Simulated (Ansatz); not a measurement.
A geometry of TiC away from equilibrium: the start of the relaxation of a relaxed TiC cell displaced along its unstable phonon at q = (½, 0, ½) of its primitive reciprocal cell (248i cm⁻¹), largest move 0.15 Å. Computed with PBEsol (plane waves to 420 eV, PAW, scalar-relativistic; Ansatz, a quantum-chemistry and plane-wave program). Γ-centred k-mesh 11×11×11 on the run's cell (coarser than for final values), Fermi–Dirac smearing 0.05 eV.

```xyz
12
Lattice="10.5438 0.0000 0.0000 -2.6360 4.5656 0.0000 5.2719 0.0000 2.9465" Properties=species:S:1:pos:R:3:forces:R:3 pbc="T T T" free_energy=-16321.132 pressure_GPa=-0.2
Ti     2.6360     0.0000     0.0000    0.0000    0.0000    0.0000
Ti     7.9079     0.0000     0.0000    0.0000    0.0000    0.0000
Ti     1.3180     2.2828     0.0000    0.0000    0.0000    0.0000
Ti     6.5899     2.2828     0.0000    0.0000    0.0000    0.0000
Ti    -1.3180     2.2828     0.0061    0.0000    0.0000    0.0658
Ti     3.9539     2.2828    -0.0061    0.0000    0.0000   -0.0658
C      0.0000     0.0000     0.1500    0.0000    0.0000    0.5264
C      5.2719     0.0000    -0.1500    0.0000    0.0000   -0.5264
C     10.5582     3.0520     1.4733    0.0331    0.0191    0.0000
C      5.2576     3.0355     1.4733   -0.0204   -0.0118    0.0000
C      2.6503     1.5302     1.4733    0.0204    0.0118    0.0000
C      7.8935     1.5136     1.4733   -0.0331   -0.0191    0.0000
```

Positions in Å, forces in eV/Å, free energy of the cell in eV (comparable only within this code, potentials and settings). Largest force: 0.53 eV/Å, on C7, C8 (atoms numbered as listed); the geometry lies 0.21 eV/atom above the end of its relaxation.

No spin polarisation in the result.

The run could not lose the symmetry of its start: the end is stationary, and may be a saddle point rather than a minimum.

The end of the path is a generated cell of TiC: the first start was made by placing the elements on the sites of a structure type, and the end was not matched to a known phase here, so it may be hypothetical. Known forms of TiC include space group No. 225.
